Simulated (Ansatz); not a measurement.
## MoN2 and the effect of the functional

The cell as given:

```cif
data_structure
_symmetry_space_group_name_H-M 'P 1'
_symmetry_Int_Tables_number 1
_cell_length_a 4.3481
_cell_length_b 4.3481
_cell_length_c 2.7675
_cell_angle_alpha 90.000
_cell_angle_beta 90.000
_cell_angle_gamma 90.000
_cell_volume 52.32
loop_
_atom_site_label
_atom_site_type_symbol
_atom_site_fract_x
_atom_site_fract_y
_atom_site_fract_z
_atom_site_occupancy
Mo1 Mo 0.00000 0.00000 0.00000 1
Mo2 Mo 0.50000 0.50000 0.00000 1
N1 N 0.61165 0.88835 0.50000 1
N2 N 0.38835 0.11165 0.50000 1
N3 N 0.11165 0.61165 0.50000 1
N4 N 0.88835 0.38835 0.50000 1
```

Measurements of this composition are mostly on another form, of space group No. 160.

Kept alike: task relaxation of cell and atoms; k mesh 6 × 6 × 10; occupations fermi-dirac, width 0.05 eV; no spin polarisation. Program: Ansatz, Ansatz PAW. Cutoffs run from 420 to 500 eV. The mesh is that of the run's cell of 6 atoms. No spin-orbit coupling.

| run | volume (Å³/atom) | first edge of the run's cell (Å) | third edge of the run's cell (Å) |
| --- | --- | --- | --- |
| A | 8.517 | 4.318 | 2.741 |
| B | 8.359 | 4.290 | 2.725 |
| C | 8.615 | 4.333 | 2.753 |
| D | 8.207 | 4.264 | 2.708 |

The relaxations keep at least the cell's symmetry (P4/mbm). For a metal such a mesh leaves the last digits unconverged. Relaxations stop with a little pressure left, so the last digits of a volume or edge aren't settled. Ansatz's relaxations hold a Pulay term in the stress (up to 0.9 GPa here). All rows use potentials made for PBE.

**Question.** The runs differ in the functional (and the cutoff that goes with it) alone: LDA; PBE; PBEsol; r2SCAN. Which run is which?

**Answer.** Run A is r2SCAN; run B is PBEsol; run C is PBE; run D is LDA. The volume runs from 8.207 (LDA) to 8.615 Å³/atom (PBE). From PBE: LDA -0.408; PBEsol -0.256; r2SCAN -0.098. The first edge of the run's cell runs from 4.264 (LDA) to 4.333 Å (PBE). From PBE: LDA -0.069; PBEsol -0.043; r2SCAN -0.015. The third edge of the run's cell runs from 2.708 (LDA) to 2.753 Å (PBE). From PBE: LDA -0.045; PBEsol -0.028; r2SCAN -0.012.
